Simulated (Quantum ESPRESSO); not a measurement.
# Computed records: Ge7N (made-up cell)

All values are calculated (Quantum ESPRESSO 7.5). Calculation on a made-up crystal cell, not a measurement: periodic Kohn-Sham density functional theory in plane waves with PseudoDojo standard norm-conserving scalar-relativistic pseudopotentials, each functional with its own files (v0.5 for PBE, v0.4.1 for LDA and PBEsol), no spin polarisation, no spin-orbit coupling, atoms not relaxed, stress positive in tension, energies less a fixed whole-eV offset for each atom's element; levels are Kohn-Sham levels at fractions of this cell's reciprocal vectors, counted from the reference band (half the neutral cell's valence electrons, rounded up) at Gamma; error bars cover cutoff and k-mesh only, not smearing or the files; added strain carries the atoms with the cell, and shear is the tensor component; each bar is the largest change over components, and at least 0.002 eV, 0.002 eV per angstrom or 0.02 GPa; energies are for the whole cell, and the offsets were chosen from early runs and are not element reference energies.

Ge7N (made-up cell)

Unstrained structure:
```
Ge7N
1.0
      5.6763     0.0240     0.0738
      0.0240     5.6002     0.0162
      0.0738     0.0162     5.7037
Ge N Ge
4 1 3
Direct
  0.00342 0.00163 0.03055
  0.02450 0.47582 0.45779
  0.50111 -0.01903 0.52044
  0.48491 0.52788 -0.01207
  0.24478 0.25391 0.29050
  0.26008 0.76708 0.73045
  0.73446 0.26720 0.74227
  0.75704 0.74131 0.22964
```

Here we set lattice type zincblende/diamond, functional pbe, cutoff 1143 eV, fermi dirac smearing 0.1 eV, scf tolerance 1e-07 eV, electrons removed 0, added strain kind uniform, added strain -0.0072, k mesh 6 x 6 x 6, shifted by half a step and structure shown before the added strain of -0.0072.

Atoms:
```csv
atoms element,atom site,atom energy offset (eV)
Ge,1,-2430
Ge,2,-2430
Ge,3,-2430
Ge,4,-2430
N,5,-283
Ge,6,-2430
Ge,7,-2430
Ge,8,-2430
```

Question: Give the missing stress yz for Ge7N (made-up cell).
Answer: 4.414 GPa

Further results for Ge7N (made-up cell):

- free energy less offsets: 0.6187 eV
- smearing term minus ts: -0.06186 eV
- scf iterations: 11
- pressure: 0.8305 GPa
- stress xx: -1.231 GPa
- stress yy: -1.687 GPa
- stress zz: 0.4268 GPa
- stress xz: 3.645 GPa
- stress xy: -3.864 GPa
- fermi level: 0.0692 eV
- reference band: 52
- error bar energy: 0.004572 eV
- error bar stress: 0.02528 GPa
- error bar force: 0.009413 eV/Å
- error bar next band up: 0.002 eV
- error bar fermi level: 0.004051 eV
- error bars from: tighter rerun of this cell

Forces:
```csv
site,x (eV/Å),y (eV/Å),z (eV/Å)
1,1.27,2.391,-1.311
2,0.5221,-0.5844,0.5302
3,2.095,2.909,-2.926
4,-0.1541,-1.449,0.9147
5,-0.131,-0.3483,-0.7676
6,-3.795,-1.879,1.733
7,1.097,-0.5086,0.433
8,-0.9051,-0.5308,1.393
```

Levels:
```csv
level k point,next band up (eV)
Gamma,0.7174
"(1/2,1/2,1/2)",0.6327
"(0.15,0,0)",1.018
"(0,0.15,0)",0.93
"(0,0,0.15)",1.076
```
